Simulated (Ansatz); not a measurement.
## W: computed property card

W:
```cif
data_W2
_chemical_formula_sum 'W2'
_space_group_name_H-M_alt 'P 1'
_space_group_IT_number 1
_cell_length_a 4.07039
_cell_length_b 4.07039
_cell_length_c 4.07039
_cell_angle_alpha 60.000
_cell_angle_beta 60.000
_cell_angle_gamma 60.000
loop_
_space_group_symop_operation_xyz
  'x, y, z'
loop_
_atom_site_label
_atom_site_type_symbol
_atom_site_fract_x
_atom_site_fract_y
_atom_site_fract_z
_atom_site_occupancy
W1 W 0.00000 0.00000 0.00000 1
W2 W 0.25000 0.25000 0.25000 1
```

Space group Fd-3m (No. 227), diamond; conventional cell a = 5.756 Å, b = 5.756 Å, c = 5.756 Å, α = 90.00°, β = 90.00°, γ = 90.00°.

Method: plane-wave PAW PBEsol (Ansatz code). The cell and atoms are relaxed at this level. Other levels are named where they apply.

Cell and energy:

```
Property              Result
---------------  -----------
Volume per atom     23.84 Å³
Density          12.80 g/cm³
```

Electronic structure:

```
Quantity                                                                   Result
------------------------------------  -------------------------------------------
Electronic character                                            metallic (no gap)
Density of states at the Fermi level  1.5 states/eV per atom (mean over ±0.08 eV)
Gap with spin–orbit coupling                                      none (metallic)
```

Mechanics:

```
Item                                                                    Value
-------------------------------------  --------------------------------------
Bulk modulus (Birch–Murnaghan fit)                                    130 GPa
Pressure derivative B′                                                    3.8
Elastic constants (relaxed ions, GPa)       C11 = 111, C12 = 140, C44 = -90.5
Mechanical stability                   unstable (C has a negative eigenvalue)
```

Phonons:

```
Item                                           Result
-----------------------------  ----------------------
Highest zone-centre frequency               154 cm^-1
Zone-centre stability          no imaginary mode at Γ
```

The start of the workflow was typed in or built on a structure type; neither database checked (COD, Materials Project) lists it. It is not the phase usual at ambient conditions (space group No. 229). The cell was relaxed with PBEsol under the symmetry of its start. The run is not spin-polarised. As this level gives no gap, shear constants depend on the k-mesh and smearing (Fermi–Dirac, 0.1 eV here). As this level gives no gap, phonon frequencies hold no LO–TO term and depend on the k-mesh and smearing (Fermi–Dirac, 0.1 eV here). Scalar-relativistic: spin–orbit coupling is off unless named, which matters more the heavier the elements.

Potentials: the later of the program's two PAW sets.
